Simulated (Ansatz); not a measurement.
Strain and the gap of As₂S₂Te (tetradymite)

As₂S₂Te in the tetradymite structure, relaxed with r2SCAN+rVV10 in the PAW code Ansatz. It is trigonal, R-3m (No. 166); a = 3.767 Å, c = 27.805 Å in the conventional setting, 22.77 Å³ an atom. As is surrounded by 3 S at 2.53 Å and 3 Te at 2.93 Å; S is surrounded by 3 As at 2.53 Å; Te is surrounded by 6 As at 2.93 Å.

The axes x, y and z are those of this cell:
```
As S Te
1.0
     1.88327    1.08730    9.26822
    -1.88327    1.08730    9.26822
     0.00000   -2.17461    9.26822
As S Te
2 2 1
Direct
  0.40414 0.40414 0.40414
  0.59586 0.59586 0.59586
  0.21622 0.21622 0.21622
  0.78378 0.78378 0.78378
  0.00000 0.00000 0.00000
```

Unstrained: PBE gives an indirect gap of 0.606 eV, from k = (0.349, 0.456, 0.458) to k = (0.337, 0.454, 0.454); the least direct gap is 0.608 eV at k = (0.337, 0.454, 0.454). Least and direct gap differ so little that the kind isn't settled. With r2SCAN the gap is 0.688 eV and direct, at k = (0.337, 0.454, 0.454). The HSE06 gap is direct at k = (0.337, 0.454, 0.454): 0.997 eV. Meshes: PBE 8×8×8, r2SCAN 8×8×8, HSE06 4×4×4. Strains are changes of length per length. After each strain the atoms were relaxed again with r2SCAN+rVV10 within the symmetry that the strain leaves, so tilts or polar shifts that break it weren't tested; points keep the names that they have in the unstrained zone. Values at 0 K without nuclear motion; spin polarisation is off, and the phase may be a hypothetical one.

Changes of the least gap in eV (an overlap counts as a negative gap):
```
                                                      strain  volume change (%)  space group     PBE  r2SCAN   HSE06
                            isotropic -1.0 % on every length               -3.0         R-3m  -0.034  -0.032  -0.037
                            isotropic +3.0 % on every length               +9.3         R-3m  +0.022  +0.021  +0.027
epitaxial -0.5 % in the xy plane, free normal strain +0.30 %               -0.7         R-3m  +0.012  +0.011  +0.011
                                     uniaxial +4.0 % along x               +4.0         C2/m  -0.228  -0.196  -0.273
```

Isotropic -1.0 % on every length. HSE06: the gap goes from 0.997 to 0.960 eV (-0.037 eV); least and direct gap lie within 0.04 eV, so its kind isn't settled. Stress change with PBE, compression positive: xx +1.77, yy +1.77, zz +0.96 GPa.

Isotropic +3.0 % on every length. HSE06: the gap goes from 0.997 to 1.024 eV (+0.027 eV); it turns from direct ((0.337, 0.454, 0.454)) to indirect ((0.409, 0.497, -0.411) → (0.350, 0.478, 0.478)). Stress change with PBE, compression positive: xx -3.96, yy -3.96, zz -1.59 GPa.

Epitaxial -0.5 % in the xy plane, free normal strain +0.30 %. r2SCAN: the gap goes from 0.688 to 0.699 eV (+0.011 eV); least and direct gap lie within 0.04 eV, so its kind isn't settled. HSE06: the gap goes from 0.997 to 1.008 eV (+0.011 eV); the edges go from (0.337, 0.454, 0.454) to (0.336, 0.452, 0.452). Stress change with PBE, compression positive: xx +0.66, yy +0.66, zz +0.13 GPa.

Uniaxial +4.0 % along x, other directions held. HSE06: the gap goes from 0.997 to 0.724 eV (-0.273 eV); it turns from direct ((0.337, 0.454, 0.454)) to indirect (Γ → (0.311, 0.434, 0.436)). Stress change with PBE, compression positive: xx -3.59, yy -1.40, zz -0.78, yz +0.28 GPa.

Spin-orbit coupling is left out, which matters wherever the heavy atoms make up the band edges.

Where an edge lies off the special points, it is a point of the mesh or the k point where a search put PBE's edge or least direct gap, reused for the other functionals, whose own edges may lie a little apart.

Coordinates of k points refer to the reciprocal vectors of the primitive cell of the runs.
